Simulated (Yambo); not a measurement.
Yambo run on MgS (wurtzite, space group P6_3mc, No. 186). The wavefunctions come from this Quantum ESPRESSO step (LDA, PseudoDojo standard norm-conserving files, scalar-relativistic):

```
&CONTROL
  calculation = 'nscf'
  pseudo_dir = './pseudo'
  outdir = './out'
/
&SYSTEM
  ibrav = 0
  nat = 4
  ntyp = 2
  ecutwfc = 84.0
  ecutrho = 336.0
  occupations = 'fixed'
  force_symmorphic = .true.
  nbnd = 167
/
&ELECTRONS
  conv_thr = 4e-09
  diago_full_acc = .true.
  diago_thr_init = 1e-08
/
ATOMIC_SPECIES
Mg 24.3050 Mg.upf
S 32.0600 S.upf
CELL_PARAMETERS angstrom
  3.988399884935   0.000000000000   0.000000000000
 -1.994199942468   3.454055620805   0.000000000000
  0.000000000000   0.000000000000   6.356806752000
ATOMIC_POSITIONS crystal
Mg   0.666666667000   0.333333333000   0.496365223400
Mg   0.333333333667   0.666666666333   0.996365223400
S   0.333333333667   0.666666666333   0.378624776600
S   0.666666667000   0.333333333000   0.878624776600
K_POINTS automatic
6 6 2 0 0 0
```

Yambo input:

```
rim_cut
gw0
dyson
el_el_corr
HF_and_locXC
ppa
em1d
RandQpts= 1000000
RandGvec= 1 Ry
EXXRLvcs= 84 Ry
VXCRLvcs= 336 Ry
Chimod= "HARTREE"
% BndsRnXp
 9 | 166 |
%
NGsBlkXp= 8 Ry
% LongDrXp
 1.0 | 1.0 | 1.0 |
%
PPAPntXp= 27.2114 eV
% GbndRnge
 1 | 166 |
%
GTermKind= "BG"
DysSolver= "n"
ExtendOut
% QPkrange
 1 | 1 | 16 | 17 |
 2 | 2 | 16 | 17 |
 7 | 7 | 16 | 17 |
 8 | 8 | 16 | 17 |
 13 | 13 | 16 | 17 |
 14 | 14 | 16 | 17 |
%
```

k points by index: 1 = Γ, 2 = A, 7 = M, 8 = L, 13 = K, 14 = H.

Resulting energies as the program prints them:

```
#    K-point    Band    Eo [eV]    E [eV]    E-Eo [eV]    Vxc [eV]    Vnlxc [eV]    Sc|Eo [eV]    Sc|E [eV]    dSc/dw|Eo [eV]    Re(Z)    Im(Z)
#
    1    16    0.000000    -1.251969    -1.251969    -13.00292    -16.29698    1.695079    2.042096    -7.541595    0.782991    -0.001578
    1    17    3.327173    4.040690    0.713516    -9.493665    -5.259742    -3.364916    -3.520407    -5.928877    0.821095    -0.001381
    2    16    -0.381060    -1.658391    -1.277331    -12.85134    -16.22786    1.744175    2.099188    -7.562145    0.782528    -0.001587
    2    17    4.814062    5.629659    0.815596    -9.910213    -5.377744    -3.533376    -3.716873    -6.121077    0.816360    -0.001439
    7    16    -0.482756    -1.752891    -1.270135    -12.82842    -16.24877    1.796266    2.150217    -7.582226    0.782077    -0.001597
    7    17    4.508552    5.376638    0.868086    -8.811744    -4.407465    -3.353146    -3.536193    -5.736946    0.825878    -0.001394
    8    16    -0.854575    -2.132642    -1.278067    -12.46854    -15.97597    1.870949    2.229359    -7.630044    0.781003    -0.001644
    8    17    4.444868    5.217327    0.772458    -8.784149    -4.452981    -3.393585    -3.558710    -5.815794    0.823906    -0.001406
    13    16    -1.440018    -2.722649    -1.282632    -12.04366    -15.68750    1.997504    2.361204    -7.715048    0.779102    -0.001700
    13    17    4.583914    5.304002    0.720088    -7.962500    -3.693552    -3.398614    -3.548860    -5.676489    0.827396    -0.001405
    14    16    -0.549045    -1.821117    -1.272072    -12.79285    -16.24839    1.827539    2.183467    -7.612965    0.781386    -0.001618
    14    17    5.645485    6.571331    0.925846    -9.374386    -4.615978    -3.628878    -3.832562    -5.985437    0.819696    -0.001440
```
(The two width columns are left out.) Convergence of these settings isn't established.

Geometry relaxed with LDA.

This is not the ordinary phase of the substance; no match was found in the copy of COD used, and its stability was not checked.
